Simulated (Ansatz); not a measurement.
MnB in space group Pnma (No. 62; Mn on 4c, B on 4c) at seven volumes, plane-wave PAW PBEsol (Ansatz code), shape and atoms relaxed at each. One row is withheld.

```csv
V (Å³/atom),P (GPa)
7.346,?
7.588,19.16
7.830,8.96
8.072,0.00
8.314,-7.89
8.557,-14.42
8.799,-20.17
```

**Question.** Fit the shown pressures and predict the withheld one.

**Answer.** Third-order Birch–Murnaghan: P = (3/2)B₀(x^(7/2) − x^(5/2))[1 + (3/4)(B′ − 4)(x − 1)] with x = (V₀/V)^(2/3). Least squares on the six rows gives V₀ = 8.071 Å³/atom, B₀ = 276.4 GPa, B′ = 3.88. At V = 7.346, x = 1.0648 and P = 31.23 GPa. The run itself gave 30.67 GPa.

The workflow started from a Materials Project entry (that database holds measured and hypothetical structures alike); the Crystallography Open Database files this formula in space group No. 62, but the cells were not matched. Its standing as an ambient phase is unchecked. The PBEsol relaxation kept the symmetry of its start; its stability against distortions is not shown here. Magnetic state: ferromagnetic, chosen from 5 collinear starts compared on coarse meshes (ties went to the first, and starts can fall back to one state), not a proven ground state.

Potentials: the later of the program's two PAW sets.
